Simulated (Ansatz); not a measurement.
Bi, DFT, PBEsol, PAW with Ansatz's default frozen-core files, scalar-relativistic (Ansatz 0.2.0), run on 1 thread of Arm Neoverse V2 on a shared host.

The structure is an experimental refinement, used without relaxation. The listed cell was then made from it by scaling, straining or moving an atom.

Command: `ansatz run input.yaml --threads 1 --pin off --max-ram 3072MiB --backend cpu --events-out ev --progress --plain --runs-dir out`

```yaml
crystal:
  lattice:
    - [2.265397616, 1.3079279234, 3.940775821]
    - [-2.265397616, 1.3079279234, 3.940775821]
    - [0.0, -2.6158558468, 3.940775821]
  atoms:
    - { symbol: Bi, position: [0.23389, 0.23389, 0.23389] }
    - { symbol: Bi, position: [0.76611, 0.76611, 0.76611] }
kpoints:
  mp_grid: { grid: [10, 10, 10] }
scf:
  occupations: { method: fermi_dirac, width: 0.03 }
hamiltonian:
  xc: pbesol
  pseudopotentials: { kind: paw }
output:
  forces: true
  stress: true
  eigenvalues: true
  efg: { contact_densities: true }
  write_density: true
  write_potential: true
  elf: true
  volumetric_format: npy
```

(1) How large is the problem that the program sets up?

(2) About how long does it take, and how much memory does it use?

(3) And the same cell and mesh by all-electron PAW (datasets made for this crystal), asked for forces, stress, eigenvalues, efg, on the same hardware?

Results:

(1) 116 irreducible k-points, 1369 plane waves at Γ, 19 bands.

(2) 13 s of wall time for 6 SCF iterations, with a peak of 0.46 GiB. Times on shared machines scatter by tens of per cent.

(3) 15 s, peak memory 0.52 GiB.
